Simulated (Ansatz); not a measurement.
BaCd₂Sb₂ in space group P-3m1 (No. 164; Ba on 1a, Cd on 2d, Sb on 2d), plane-wave PAW r²SCAN (Ansatz code), all energies at zero smearing, with the estimated change up to a 700 eV cutoff added, with one set of potentials and settings (totals compare only within such a set). Cell of 5 atoms (1 Ba, 2 Cd, 2 Sb): -35502.568 eV.

| element | reference phase | E (eV/atom) |
|---|---|---|
| Ba | Im-3m, 1 atoms in the cell | -5964.4614 |
| Cd | P6_3/mmc, 2 atoms in the cell | -8268.1834 |
| Sb | R-3m, 2 atoms in the cell | -6499.1272 |

Formation energy per atom, worked out: (-35502.568 − 1×(-5964.4614) − 2×(-8268.1834) − 2×(-6499.1272))/5 = -0.697 eV/atom (-67 kJ per mol of atoms), at 0 K, without zero-point energy or fitted corrections.

The first step of the workflow began from a Materials Project structure, measured or hypothetical; the Crystallography Open Database copy checked does not list it. Whether it is the stable phase at ambient conditions was not checked. Symmetry was held in the r²SCAN relaxation; its stability against distortions is not shown here. The references are the lowest solids computed at this level, not always the standard phases. Scalar-relativistic: spin–orbit coupling is off unless named, which matters more the heavier the elements.

Potentials: the later of the program's two PAW sets.
